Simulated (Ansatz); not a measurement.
C:
```cif
data_C16
_chemical_formula_sum 'C16'
_space_group_name_H-M_alt 'Imma'
_space_group_IT_number 74
_space_group_name_Hall '-I 2b 2'
_cell_length_a 4.87557
_cell_length_b 7.81149
_cell_length_c 3.21533
_cell_angle_alpha 90.000
_cell_angle_beta 90.000
_cell_angle_gamma 90.000
loop_
_atom_site_label
_atom_site_type_symbol
_atom_site_symmetry_multiplicity
_atom_site_Wyckoff_symbol
_atom_site_fract_x
_atom_site_fract_y
_atom_site_fract_z
_atom_site_occupancy
C1 C 8 g 0.25000 0.66155 0.25000 1
C2 C 8 h 0.00000 0.57317 0.12437 1
```
(The calculation used a cell of 8 atoms; values per cell refer to that cell.)

Relaxed at zero pressure with DFT-PBEsol in the program Ansatz with PAW potentials.

Problem. The volume is raised by 3 % and shape and atoms relax at that volume. What pressure results, and how do the axes share the change?

Solution. -3.7 GPa; a 0.3 %, b -0.2 %, c 2.9 %; the energy rises by 3 meV/atom.

Problem. Give the new structure.

Solution. 
Space group Imma (No. 74); a = 4.8888 Å, b = 7.7980 Å, c = 3.3086 Å, α = 90.00°, β = 90.00°, γ = 90.00°

```
atom  site  symmetry       x       y       z
----  ----  --------  ------  ------  ------
C       8g       .2.  0.2500  0.6612  0.2500
C       8h       m..  0.0000  0.5727  0.1233
```

The phase is kept; no other phase was compared at this pressure.

The start of the workflow was typed in or built on a structure type; neither database checked (COD, Materials Project) lists it. It is not the phase usual at ambient conditions (space group No. 194, 227). Symmetry was held in the PBEsol relaxation; whether a distortion lowers the energy is not shown.

Potentials: the earlier of the program's two PAW sets. The files were generated under PBE; for other functionals the program regenerates the frozen cores, and for LDA and PBEsol the local potential too.
